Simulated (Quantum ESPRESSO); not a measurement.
One change at a time to Al5NbOsRu

These are calculations, not measurements. They come from Quantum ESPRESSO 7.5, a public plane-wave density functional program. Each row is one single-point run on a made-up periodic cell of eight metal atoms, with elements, volume, strain and displacements drawn at random and not relaxed, so a cell may be unstable or far from any real phase. There is no spin polarisation or spin-orbit coupling.

Settings: PBE unless stated; PseudoDojo standard norm-conserving files; Fermi-Dirac width 0.25 eV, which means electrons at about 2900 K; cutoff 1143 eV; 10 x 7 x 3 k mesh shifted half a step off Gamma. E is the free energy of the whole cell (internal energy minus TS), so a -TS column is already part of it. Stress is positive in tension, and the pressure P is minus a third of its trace.

Checks: one run of this series was repeated at a higher cutoff and on a denser mesh, which moved values by no more than 0.013 eV, 0.14 GPa and 0.011 eV/Å, and a second program with other atomic files agreed on it to 2 % rms in force and 0.5 GPa in pressure. Known limits: heavy elements are run without spin-orbit coupling, which real alloys of them have; a spin test at this wide smearing found no moment, but such smearing suppresses magnetism that the real alloy may have.

The lattice is face-centred cubic, and the cell vectors in Å are (0.000, 1.972, 1.972); (-3.943, 0.000, 0.000); (0.000, -7.886, 7.886), a volume of 122.62 Å³ in run 1. The elements on sites 1 to 8 are Ru Al Al Nb Al Al Al Os. Each later run makes one change to run 1 and keeps the rest. E is counted from run 1, and is n/a where other atomic files have another zero of energy.

```
run,change,V (Å³),P (GPa),-TS (eV),rms force (eV/Å),largest change of a force component (eV/Å),E (eV)
1,none,122.62,3.23,-1.094,0.642,0.000,0.000
2,sites 2 and 4 exchanged,122.62,1.39,-1.167,0.770,0.798,-0.066
3,all lengths scaled by -1.16 %,118.40,9.39,-1.055,0.684,0.175,?
4,PBEsol in place of PBE,122.62,-0.88,-1.093,0.667,0.163,n/a
5,Mo on site 5,122.62,3.09,-1.237,0.656,0.895,n/a
6,site 7 moved by +0.18 Å along z,122.62,4.46,-1.093,0.836,1.358,0.231
```

## Worked estimate

Along a uniform scaling dE = -P dV. The mean of the two pressures is 6.310 GPa and the volume changes by -4.22 Å³, with 160.2 GPa to one eV/Å³. The same two rows give -V dP/dV = 176 GPa for this cell with clamped atoms, which is not the bulk modulus of a real alloy.

## Withheld value

Question: what E should run 3 give?

The estimate is 0.166 eV. The calculation gave 0.164 eV.
